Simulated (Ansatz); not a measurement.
Phases of CoC at 340 GPa

Structure types of CoC are relaxed in primitive cells with their symmetry kept at 340 GPa on PAW files, and LAPW takes those cells. The enthalpy is E + pV at zero temperature, without zero-point motion. Only the types listed were tried, and differences under about 5 meV/atom are mesh noise. The real phase may be another.

Level of theory: DFT with LDA, scalar-relativistic, in Ansatz 0.2.0; Fermi–Dirac smearing of 0.1 eV, spin-polarised from start moments Co1 1.7 μB. LAPW: all electrons, basis error target 0.5 meV/atom; PAW: frozen-core files, cutoff 420 eV.

k meshes: rocksalt 17×17×17, CsCl 16×16×16, zincblende 17×17×17, NiAs 13×13×8.

The start moments died away, and the runs ended non-magnetic. The PAW files were made under PBE.

**Question.** Which type is lowest in enthalpy, and by how much?

**Answer.** distorted NiAs, 169 meV/atom below CsCl. The whole table:

| start type | ends as | a, b, c (Å) | V (Å³/atom) | H − H(lowest), LAPW (meV/atom) | same, PAW | moment (μB/atom) |
| --- | --- | --- | --- | --- | --- | --- |
| rocksalt | rocksalt, Fm-3m | 3.439, 3.439, 3.439 | 5.09 | 296.1 | 294.4 | 0.00 |
| CsCl | CsCl, Pm-3m | 2.136, 2.136, 2.136 | 4.88 | 169.4 | 170.9 | 0.00 |
| zincblende | zincblende, F-43m | 3.578, 3.578, 3.578 | 5.73 | 2085.5 | 2067.7 | 0.00 |
| NiAs | distorted NiAs, P6_3/mmc | 2.194, 2.194, 4.822 | 5.03 | 0.0 | 0.0 | 0.00 |

**Question.** Would CsCl gain on distorted NiAs at higher pressure?

**Answer.** Yes: dH/dp = V, and its volume is smaller by 0.15 Å³/atom. Held constant, that would close the gap after about 180 GPa more, a rough figure, since the volume difference changes with pressure.
